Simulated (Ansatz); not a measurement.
Question: Name crystals whose computed values (PBE (plane waves, PAW; program Ansatz)) fall in these windows: Θ_D (K) 280 to 370; G_Hill (GPa) 34 to 47.

Answer: 

```csv
crystal,Θ_D (K),G_Hill (GPa)
"GaAs, zinc blende",325,40.7
"PbO2, rutile",294,41.9
"CdO, rock salt",333,44.2
"Ge, diamond",338,44.3
"BeTe, zinc blende",331,40.5
```
Others may fit too.

All cells were relaxed under the symmetry of their starts (and spin orders); stability against distortions was not tested throughout. Scalar-relativistic: spin–orbit coupling is off unless named, which matters more the heavier the elements.

Potentials: the later of the program's two PAW sets.
